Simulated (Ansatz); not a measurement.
Values for one crystal, relaxed and computed with plane-wave PAW r²SCAN (Ansatz code); other levels are named.

| Quantity | Result |
|---|---|
| Volume per atom | 23.19 Å³ |
| Band gap | 1.99 eV (indirect) |
| Bulk modulus (Birch–Murnaghan fit) | 43.1 GPa |
| Hole effective mass with spin–orbit coupling | 0.27, 1.5, 1.5 mₑ (principal values) |
| Conduction-band minimum | at F (3 equivalent valleys) |
| Smallest direct gap on the standard path | 3.15 eV |
| Gap with spin–orbit coupling | 1.89 eV |

Which compound is it?
A. LiYSe2, R-3m (Li on 3b, Y on 3a, Se on 6c)
B. ZrO2, Pca2_1 (Zr on 4a, O on 4a, O on 4a)
C. YN, rock salt
D. Bi2Te2Se, R-3m (Bi on 6c, Te on 6c, Se on 3a)

A, LiYSe2, R-3m (Li on 3b, Y on 3a, Se on 6c)

The workflow started from a Materials Project entry (that database holds measured and hypothetical structures alike); the Crystallography Open Database copy checked does not list it. With Li and Y taken as one species the cell has the higher symmetry Fm-3m, so it may be an ordered model of a mixed-site phase. Whether it is the stable phase at ambient conditions was not checked. Symmetry was held in the r²SCAN relaxation; whether a distortion lowers the energy is not shown. The run is not spin-polarised. Scalar-relativistic: spin–orbit coupling is off unless named, which matters more the heavier the elements.

Potentials: the later of the program's two PAW sets.
